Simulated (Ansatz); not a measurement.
MgCd₅O₆: computed properties

Method: DFT PBE, scalar-relativistic, plane waves, PAW (Ansatz 0.2.0).

Plane waves to 420 eV, a k mesh through Γ of 12×12×4 on the computed 12-atom cell and Gaussian smearing (0.10 eV); no spin polarisation.

The structure is relaxed at this level of theory with its symmetry kept, and needn't be the ground state of this composition.

```
CELL_PARAMETERS angstrom
3.30297 0.00000 0.00000
-1.65149 2.86046 0.00000
0.00000 0.00000 16.38925
ATOMIC_POSITIONS crystal
Mg 0.00000 0.00000 0.50000
Cd 0.66667 0.33333 0.65744
Cd 0.33333 0.66667 0.34255
Cd 0.66667 0.33333 0.17126
Cd 0.00000 0.00000 0.00000
Cd 0.33333 0.66667 0.82874
O 0.33333 0.66667 0.56919
O 0.66667 0.33333 0.43081
O 0.00000 0.00000 0.25708
O 0.33333 0.66667 0.08568
O 0.66667 0.33333 0.91432
O 0.00000 0.00000 0.74292
```

| Quantity | Value |
| --- | --- |
| Space group | P-3m1 (No. 164) |
| Volume per atom | 12.90 Å³ |
| Formation energy from the elements' standard states (uncorrected) | -1.259 eV/atom |
| Kohn–Sham band gap | zero, with almost no states at the Fermi level |
| Density of states at the Fermi level | 0.0 states/eV per cell |
| Orbital (Löwdin) character within 0.5 eV of the Fermi level | O 2p 87 %, Cd 4d 11 % |

The cell was found from a structure generator's guess, not taken from experiment. Löwdin shares on free-atom orbitals overweight diffuse shells.
